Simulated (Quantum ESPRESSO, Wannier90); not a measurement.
Wannier functions of KCaF3 (cubic perovskite)

```
begin unit_cell_cart
ang
    4.4817300000    0.0000000000    0.0000000000
    0.0000000000    4.4817300000    0.0000000000
    0.0000000000    0.0000000000    4.4817300000
end unit_cell_cart
begin atoms_frac
K    0.5000000000  0.5000000000  0.5000000000
Ca   0.0000000000  0.0000000000  0.0000000000
F    0.0000000000  0.5000000000  0.0000000000
F    0.5000000000  0.0000000000  0.0000000000
F    0.0000000000  0.0000000000  0.5000000000
end atoms_frac
```

Structure: Materials Project mp-4950, symmetrised, not relaxed again. Not found in the COD (Crystallography Open Database) copy used; not checked further. Computed values, not measurements, from PBEsol: Quantum ESPRESSO (norm-conserving PseudoDojo potentials, cutoff 68 Ry, no spin polarisation, no spin-orbit coupling) on a Γ-centred 6×6×6 mesh, then Wannier90. Density: 8×8×8 mesh, cold smearing 0.01 Ry.

A tight-binding model is made by disentanglement and projection with no localisation steps (num_iter = 0), so the 19 orbitals stay atom-like: hydrogen-like K: s; Ca: s;d; F: s;p, axes along x, y, z; frozen window up to 7.55 eV relative to the valence-band maximum. It follows pw.x to 3.2 meV rms for states up to 7.1 eV relative to the valence-band maximum. Matrix elements depend on this choice of orbitals and windows. Bands 6–8 (Ca 3p 90 %, F 2s 9 %), 9–11 (K 3p 99 %) lie between the kept ones and are excluded.

Question: What are the on-site energies relative to the valence-band maximum, and how fast do the hoppings decay?

Answer: 
| atom | orbitals | energy (eV) |
|---|---|---|
| K1 | s | 9.34 |
| Ca2 | s | 11.77 |
| Ca2 | dz2 dx2-y2 | 10.88 |
| Ca2 | dxz dyz dxy | 9.69 |
| F3 | s | -18.69 |
| F3 | pz px | -0.51 |
| F3 | py | -0.62 |
| F4 | s | -18.69 |
| F4 | pz py | -0.51 |
| F4 | px | -0.62 |
| F5 | s | -18.69 |
| F5 | pz | -0.62 |
| F5 | px py | -0.51 |

```json
[
 {"distance of the centres (Å)": "2–3", "largest modulus (eV)": "1.6"},
 {"distance of the centres (Å)": "3–4", "largest modulus (eV)": "0.92"},
 {"distance of the centres (Å)": "4–5", "largest modulus (eV)": "0.41"},
 {"distance of the centres (Å)": "5–6", "largest modulus (eV)": "0.18"},
 {"distance of the centres (Å)": "6–7", "largest modulus (eV)": "0.14"},
 {"distance of the centres (Å)": "7–8", "largest modulus (eV)": "0.10"},
 {"distance of the centres (Å)": "8–9", "largest modulus (eV)": "0.031"},
 {"distance of the centres (Å)": "9–10", "largest modulus (eV)": "0.011"},
 {"distance of the centres (Å)": "10–11", "largest modulus (eV)": "0.011"},
 {"distance of the centres (Å)": "11–12", "largest modulus (eV)": "0.0070"},
 {"distance of the centres (Å)": "12–13", "largest modulus (eV)": "0.0045"}
]
```
